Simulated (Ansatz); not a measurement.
## Structure relaxation of Pb

Method: Ansatz 0.2.0, DFT r2SCAN, scalar-relativistic, plane waves, PAW.

The start is a database structure of Pb, space group Fm-3m (No. 225).

The final relaxation ran on this input, with the default PAW datasets:

```yaml
crystal:
  lattice:
    - [0.0, 2.4947547435, 2.4947547435]
    - [2.4947547435, 0.0, 2.4947547435]
    - [2.4947547435, 2.4947547435, 0.0]
  atoms:
    - { symbol: Pb, position: [0.0, 0.0, 0.0] }
basis:
  ecutwfc: 500
kpoints:
  mp_grid: { grid: [14, 14, 14] }
hamiltonian:
  xc: r2scan
scf:
  occupations: { method: gaussian, width: 0.1 }
output:
  forces: true
  stress: true
  eigenvalues: true
relax:
  adjacent_minimum: "off"
  f_tol: 0.01
  max_steps: 80
  cell: { stress_tol: 0.05 }
```

It can be run as:

```bash
ansatz run input.yaml --threads 1 --pin off --backend cpu --events-out ev --progress --plain --runs-dir out  # memory cap (--max-ram) not shown
```

End of the output:

```
SCF converged after 4 iterations
Free energy (F): -11920.860432 eV
Harris-Foulkes:  -11920.860432 eV  (|F-HF|=5.46e-12)
Internal energy: -11920.858018 eV  (E = F + TS)
E sigma→0 (E₀):  -11920.859225 eV
Entropy (-TS):   -0.002414 eV (-2.414 meV/atom)
Fermi energy:    10.530520 eV
--- Per-component energies (eV) ---
  E_band       = -50.694022
  E_kinetic    = 288.234778
  E_local      = -1035.491196  (includes V_loc(G=0)·N_el)
  E_nonlocal   = 350.313041
  E_hartree    = 411.960114
  E_xc         = -207.932618
  E_vxc        = -144.903985  (∫ρ·V_xc dr)
  E_paw        = -10433.752936  (= ΣΔE_a)
  E_vpaw       = -343.517173  (= ΣTr[D̂ρ^β])
  E_aug_tail   = 0.000019  (compensation charges beyond the density's cutoff)
  E_vtau       = 10.750282  (kinetic-family band-sum trace: ∫τ·v_τ [+ j·A + Jᵃ·Aᵃ] dr)
  E_ewald      = -1295.154722
  E_core_change = 0.965502  (= ΣΔE_core)
  E_smearing   = -0.002414  (= −TS)
  E_closure    = 0.000000  (closes the sum)
  Σ components = -11920.860432   (vs F -11920.860432, Δ=0.00e0)
--- Forces (eV/Å), atoms counted from 1 ---
  atom   1  Pb     0.00000000     0.00000000     0.00000000
  max |Σ_I F_I| component: 2.96e-31 eV/Å
--- Stress (GPa, compression-positive) ---
       -0.001905       0.000000       0.000000
        0.000000      -0.001905       0.000000
        0.000000       0.000000      -0.001905
  P = ⅓ Tr σ = -0.0019 GPa (-0.019 kbar)
--- Relaxed structure (2 steps of the walk, 2 accepted, 1 SCFs on fresh bases) ---
  F+E_penalty+E_count = -11920.86043166 eV   max|allowed force component| = 0.000e0 eV/Å   (the final SCF, on the basis selected at the relaxed cell)
  cell:  # Å, volume = 31.1665 Å³
    - [0.000000, 2.497770, 2.497770]
    - [2.497770, 0.000000, 2.497770]
    - [2.497770, 2.497770, 0.000000]
  atoms:
    - { symbol: Pb, position: [0.0, 0.0, 0.0] }
```

Total energies depend on the potentials used, so only differences within one code and one set of settings carry meaning.

The result has space group Fm-3m (No. 225). Pb has 12 Pb at 3.53 Å.

Spin–orbit coupling is left out.

Symmetry constrained the relaxation, so the result can be a saddle point.